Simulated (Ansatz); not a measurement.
**Notes on TlReAu**

```
CELL_PARAMETERS angstrom
3.71176 6.42896 0.00000
-3.71176 6.42896 0.00000
0.00000 0.00000 3.63911
ATOMIC_POSITIONS crystal
Tl 0.24500 0.75500 0.00000
Tl 0.75500 0.00000 0.00000
Tl 0.00000 0.24500 0.00000
Au 0.00000 0.00000 0.50000
Au 0.33330 0.33340 0.00000
Au 0.66670 0.66660 0.00000
Re 0.58500 0.41500 0.50000
Re 0.41500 0.00000 0.50000
Re 0.00000 0.58500 0.50000
```

The numbers come from plane-wave PAW DFT (Ansatz): PBE, no spin polarisation, 420 eV, 5×5×9 Γ-centred k points, fermi-dirac occupations (width 0.1446 eV). Nothing was relaxed.

(1) Metal or insulator?

(2) Where is the largest force?

(3) Describe some of the short contacts.

(4) How is the charge shared?

Origin: a known structure type with other elements, at an estimated volume, so it need not be a known compound. Caveats: many states at the Fermi level without spin polarisation, so a magnetic state may lie lower; atoms or cell far from equilibrium.

Answers

(1) It is a metal, with about 12 states/eV a cell as the mean within 0.25 eV of the Fermi level, mostly Re d (83 %).

(2) The largest is on Tl2 (and as large on other atoms): 4.16 eV/Å, components (-2.08, -3.60, 0.00). It makes 135° with the line to a nearest neighbour, Au4 at 2.57 Å, pointing away from it.

(3) Tl–Au at 2.57 Å: least valence density 0.50 e/Å³ and ELF 0.27 there. Au–Re at 2.88 Å: least valence density 0.32 e/Å³ and ELF 0.33 there. Re–Tl at 3.11 Å: least valence density 0.22 e/Å³ and ELF 0.27 there. Both are smooth PAW fields, read partly inside the augmentation spheres.

(4) Bader charges in e: Tl +0.34, Re +0.30, Au -0.68 to -0.55. In the mean Tl gives up most and Au takes most.
